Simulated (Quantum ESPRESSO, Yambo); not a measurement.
## Levels of theory for the gap of Li₂PtH₆

Li2PtH6 (space group Fm-3m, No. 225): one geometry, one set of PBEsol (Quantum ESPRESSO, PseudoDojo norm-conserving, 84 Ry, scalar-relativistic) orbitals, self-energies from Yambo (4×4×4 Γ-centred k mesh, bands 7 to 135 and a 8 Ry block in the screening, 135 bands in G with the Bruneval-Gonze terminator, plasmon pole fitted at 27.2 eV).

The geometry is that of Materials Project entry mp-1078552, symmetrised and not relaxed again.

| level | gap (0, 0.25, -0.25) → X (eV) | direct gap at X (eV) | rough Yambo cost |
|---|---|---|---|
| PBEsol (Quantum ESPRESSO) | 2.86 | 4.41 | – |
| exchange only (Hartree-Fock self-energy on PBEsol orbitals) | 9.58 | 11.67 | about 1/10 (10 states) |
| static COHSEX@PBEsol | 5.49 | 7.21 | within a factor of two (3 states) |
| G0W0@PBEsol, plasmon pole | 4.79 | 6.47 | 1 (10 states) |

Bare exchange has no screening and gives the widest gap; static COHSEX screens it but leaves out the frequency dependence, which G0W0 restores. The mesh misses a band edge: along a dense path the PBEsol gap is 2.69 eV against 2.86 eV on the mesh.

Costs are rough ratios of core time on shared machines.

Nearest settings tried, and what they do to the gap: 1 Ry block (27 vectors against 229): -263 meV. Not varied: bands in G, bands in W, mesh. So the settings aren't converged at that level.

Without spin-orbit coupling, band edges of such heavy elements can be off by tenths of an eV.

The structure is a Materials Project entry; no match was found in the copy of COD used, and its stability was not checked.
